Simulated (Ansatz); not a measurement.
Ca5Ge2N6 — 73Ge NMR of the central transition

Cell: a computed structure from the Materials Project (it need not be an observed phase), taken as it stands.

Space group C2/c (No. 15); a = 10.2857, b = 6.0235, c = 13.1092 Å, β = 98.99°.

```
site  Wyckoff  site symmetry       x       y       z
 Ca1       8f              1  0.5785  0.2490  0.5073
 Ca5       8f              1  0.1505  0.9094  0.2150
 Ca9       4e              2  0.5000  0.8793  0.2500
  Ge       8f              1  0.7809  0.1283  0.0808
 N15       8f              1  0.9512  0.0440  0.1295
 N19       8f              1  0.6541  0.0281  0.1575
 N23       8f              1  0.2692  0.9554  0.0624
```

One atom of each set is listed; the run and its k-mesh use a cell of 26 atoms with edges of 5.96, 5.96, 13.11 Å.

Computed with Ansatz: DFT, r2SCAN, plane waves and PAW, scalar-relativistic, 500 eV cutoff, Γ-centred 6×6×3 k-points, Fermi–Dirac smearing 0.02 eV.

73Ge has I = 9/2 and Q = -196.0 mb (Pyykkö 2018); at 28.2 T its Larmor frequency is ν₀ = 42.0 MHz. Only the quadrupole interaction is simulated: positions count from each site's isotropic chemical shift, and shift anisotropy, dipolar and J coupling are left out.

Simulated pattern of one Ge site (static powder, Gaussian broadening 10 kHz):

(offset (kHz), height): (-287.7, 0), (-276.3, 0), (-264.9, 7), (-253.5, 22), (-242.1, 23), (-230.7, 24), (-219.3, 25), (-207.9, 25), (-196.5, 26), (-185.1, 27), (-173.7, 28), (-162.3, 29), (-150.9, 30), (-139.5, 31), (-128.1, 33), (-116.8, 34), (-105.4, 36), (-94.0, 38), (-82.6, 40), (-71.2, 43), (-59.8, 46), (-48.4, 50), (-37.0, 56), (-25.6, 64), (-14.2, 81), (-2.8, 100), (8.6, 96), (20.0, 75), (31.4, 53), (42.8, 31), (54.2, 27), (65.6, 25), (76.9, 24), (88.3, 23), (99.7, 22), (111.1, 21), (122.5, 19), (133.9, 6), (145.3, 0), (156.7, 0)

Question: Which |C_Q| and η does the pattern imply?

Answer: The pattern spans 393 kHz before broadening and its centre of gravity is at -52.4 kHz, which fixes P_Q; the places of the horns and steps fix η. That gives P_Q = 39.8 MHz, |C_Q| = 34.9 MHz and η = 0.95. The sign of C_Q can't be read from the pattern.

The largest force is 0.4 eV/Å, so the atoms aren't at the calculated equilibrium and relaxing them would move these values.
